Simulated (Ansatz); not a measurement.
Polymorphs of HgS, each relaxed with DFT-LDA in the program Ansatz with PAW potentials:

A: zinc blende (F-43m)
a = b = c = 5.8119 Å, α = β = γ = 90.00°

| atom | site | symmetry | x | y | z |
|---|---|---|---|---|---|
| Hg | 4a | -43m | 0.0000 | 0.0000 | 0.0000 |
| S | 4c | -43m | 0.2500 | 0.2500 | 0.2500 |

B: P3_221
a = b = 4.037 Å, c = 9.281 Å, α = β = 90.00°, γ = 120.00°

```
atom  site  symmetry       x       y       z
----  ----  --------  ------  ------  ------
Hg      3a       .2.  0.3114  0.3114  0.0000
S       3b       .2.  0.4827  0.4827  0.5000
```

**Question.** Rank these by energy per atom at 0 K (lowest first), as LDA gives it.

**Answer.** A (+0 meV/atom), B (+5 meV/atom)

**Question.** Give each one's gap.

**Answer.** A no gap; B 0.97 eV.

Weakly bound layers, chains or molecules computed without a dispersion correction, so cells and soft constants are ill determined: B. All cells were relaxed under the symmetry of their starts (and spin orders); stability against distortions was not tested throughout. Scalar-relativistic: spin–orbit coupling is off unless named, which matters more the heavier the elements.

Energies hold the estimated change up to a 700 eV cutoff; steps of a few meV lie near the error of the meshes.

Potentials: the later of the program's two PAW sets.
